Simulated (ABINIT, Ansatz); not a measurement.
This is a calculation of Y3Ge for ABINIT 10.8.3 (patched build). The cell comes from a database or a generator and needn't be the stable form of this composition.

Contents of run.abi:

```
pp_dirpath "./"
pseudos "Y.GGA_PBE-JTH.xml, Ge.GGA_PBE-JTH.xml"

acell 6.1051647669 6.1051647669 6.1051647669 Angstrom
rprim
    -0.3710618937     0.3710618937     0.8512497530
     0.3710618937    -0.3710618937     0.8512497530
     0.3710618937     0.3710618937    -0.8512497530
ntypat 2
znucl 39 32
natom 4
typat 1 1 1 2
xred
     0.5000000000     0.5000000000     0.0000000000
     0.2500000000     0.7500000000     0.5000000000
     0.7500000000     0.2500000000     0.5000000000
     0.0000000000     0.0000000000     0.0000000000

ecut 22.0
pawecutdg 44.0
pawxcdev 0

kptopt 1
ngkpt 8 8 8
nshiftk 1
shiftk 0.0 0.0 0.0

ixc 11

nband 29
occopt 3
tsmear 0.05 eV

nstep 100
tolvrs 1.0e-9

iomode 3
prtwf 0
prteig 0
prtebands 0
enunit 2
prtden 1
prtvha 1
prtvclmb 1
prtpot 1
```

Potentials or basis: JTH PAW PBE v2.0.

Run with:

```console
$ abinit run.abi > log 2>&1
```

What does the same run look like in Ansatz 0.2.0? Potentials or basis there: Ansatz PAW, cutoff 420 eV.

As run (cutoffs and basis follow the program's own potentials, and thresholds, step limits or extra output files can differ):

The input input.yaml:

```yaml
crystal:
  lattice:
    - [-2.265394, 2.265394, 5.19702]
    - [2.265394, -2.265394, 5.19702]
    - [2.265394, 2.265394, -5.19702]
  atoms:
    - { symbol: "Y", position: [0.5, 0.5, 0.0] }
    - { symbol: "Y", position: [0.25, 0.75, 0.5] }
    - { symbol: "Y", position: [0.75, 0.25, 0.5] }
    - { symbol: Ge, position: [0.0, 0.0, 0.0] }
hamiltonian:
  xc: pbe
  pseudopotentials: { kind: paw }
kpoints:
  mp_grid: { grid: [8, 8, 8] }
scf:
  occupations: { method: fermi_dirac, width: 0.05 }
output:
  forces: true
  stress: true
  eigenvalues: true
```

Potentials or basis: Ansatz PAW.

The run is started by

```sh
$ ansatz run input.yaml --threads 2 --pin off --max-ram 5120MiB --backend cpu --events-out ev --progress --plain --runs-dir out
```

Both were run:

|  | ABINIT | Ansatz |
| --- | --- | --- |
| Pressure | -0.4 GPa | -0.2 GPa |

Ansatz's pressure holds a Pulay term of +0.01 GPa for its cutoff of 420 eV, which the other run lacks.

Where Ansatz's input types no cutoff or centring, it takes its own default and a Γ-centred mesh.

Pressure is positive in compression.
